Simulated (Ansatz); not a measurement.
Computed with DFT PBE, scalar-relativistic, plane waves, PAW (Ansatz 0.2.0). All cells share a 420 eV cutoff and Γ-centred k meshes spaced about 0.3 Å⁻¹ or finer (0.25 for metals, 2π included). No spin polarisation.

Relaxed forms of Cd4Se3:

Cell 1.

```
Cd Se
1.0
     4.29281    0.00000    0.00000
    -2.14641    3.71768    0.00000
     0.00000    0.00000   13.09885
Cd Se
4 3
Direct
  0.00000 0.00000 0.76449
  0.66667 0.33333 0.48232
  0.33333 0.66667 0.20472
  0.66667 0.33333 0.91435
  0.00000 0.00000 0.55688
  0.66667 0.33333 0.27926
  0.33333 0.66667 0.00098
```

Cell 2.

```
Cd Se
1.0
     4.35907    0.00000    0.00000
     2.16769    3.78431    0.00000
     1.82225    1.01358   13.62013
Cd Se
4 3
Direct
  0.14651 0.14809 0.25923
  0.37295 0.36722 0.52670
  0.63272 0.63289 0.78997
  0.22502 0.23173 0.05648
  0.05935 0.05241 0.45717
  0.31847 0.31732 0.72184
  0.57831 0.58367 0.98560
```

Problem. Order them by Kohn–Sham gap, widest first, and say which is lowest in energy.

Solution. Gaps on the mesh: 0.41 eV for cell 2, none for cell 1. Lowest in energy is cell 2; cell 1 lies 43 meV/atom higher. The lowest form also has the widest gap. Counting Se atoms around Cd (those within 1.25 times the shortest such distance or 1.15 times the sum of covalent radii; a slash parts the counts of unlike sites): cell 1 (P3m1, 29.9 Å³/atom) has Cd 1/3/4; cell 2 (P1, 32.1 Å³/atom) has Cd 1/3/4.

Gaps are read on each cell's k mesh and can be smaller between its points; Kohn–Sham gaps at this level usually fall short of measured ones, and a small gap can close altogether. The zero gap of P3m1 may come from the functional, which often closes small gaps, or the cell may be a true semimetal. With atoms moved at random, cell 1 (by 43 meV/atom) fell into a lower structure. Cell 2 had no clear such test and can be a saddle point. Some types were kept out of the candidates beforehand, so the set may lack a known form.
